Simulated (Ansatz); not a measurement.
With DFT-LDA in the program Ansatz with PAW potentials, Ga in the α-Ga structure (Cmce) relaxes to a = 4.425 Å, b = 7.492 Å, c = 4.433 Å.

Electronic character: metallic (no gap).

An equation-of-state fit gives a bulk modulus of 659 kbar. The highest mode at Γ lies at 242 cm^-1.

Symmetry was held in the LDA relaxation; of distortions, only those at the zone centre were tested. As this level gives no gap, phonon frequencies hold no LO–TO term and depend on the k-mesh and smearing (Fermi–Dirac, 0.1 eV here). Axis ratios of metals converge slowly with the k-mesh, so a and c are less sure than the volume. Spin–orbit coupling is left out wherever it is not named.

Potentials: the earlier of the program's two PAW sets.
